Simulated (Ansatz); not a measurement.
# Ta$_{4}$C$_{3}$: random displacements

Level of theory: DFT PBEsol, scalar-relativistic, plane waves, PAW (Ansatz 0.2.0). Settings: plane waves to 420 eV, k-mesh 12×12×12 (Γ-centred), Gaussian smearing 0.15 eV. Spin–orbit coupling is left out, which can shift energies with elements as heavy as these. No spin polarisation. Energies are free energies at this smearing, counted from the undisturbed cell; pressure is positive in compression.

Zero of the scan (relaxed at this level; it needn't be the usual structure):

```xyz
7
Lattice="1.5516 0.8958 10.1645 -1.5516 0.8958 10.1645 0.0000 -1.7917 10.1645" Properties=species:S:1:pos:R:3 pbc="T T T"
Ta    0.0000    0.0000   11.3854
Ta    0.0000    0.0000   19.0420
Ta    0.0000    0.0000    6.3920
Ta    0.0000    0.0000   24.2240
C     0.0000    0.0000   15.3259
C     0.0000    0.0000   30.3721
C     0.0000    0.0000    2.5779
```

The atoms are displaced (Å, in the unstrained cell):

| atom | ux | uy | uz |
| --- | --- | --- | --- |
| Ta1 | -0.053 | 0.065 | -0.060 |
| Ta2 | -0.005 | -0.116 | -0.094 |
| Ta3 | 0.095 | -0.051 | 0.291 |
| Ta4 | 0.005 | 0.015 | -0.066 |
| C5 | 0.113 | 0.234 | -0.050 |
| C6 | 0.032 | -0.091 | -0.309 |
| C7 | -0.187 | -0.056 | 0.289 |

The cell is not strained.

Question: What are the energy change, the stress and the forces?

Answer: ΔE = 555.0 meV/atom; stress (xx, yy, zz, yz, xz, xy; compression positive) (8.59, 19.55, 10.11, -7.08, -6.36, -6.39) GPa.
| atom | Fx (eV/Å) | Fy | Fz |
| --- | --- | --- | --- |
| Ta1 | 0.03 | -1.08 | 1.04 |
| Ta2 | 0.52 | 0.41 | 0.40 |
| Ta3 | -0.07 | 0.68 | -6.27 |
| Ta4 | -2.10 | 0.75 | 3.04 |
| C5 | -1.07 | -2.68 | 3.42 |
| C6 | -0.97 | 0.30 | 5.04 |
| C7 | 3.66 | 1.62 | -6.68 |

Cost: 1 run of about 8 core-minutes, on Intel Xeon Processor @ 2.50GHz (Skylake/Cascade Lake) (shared hosts).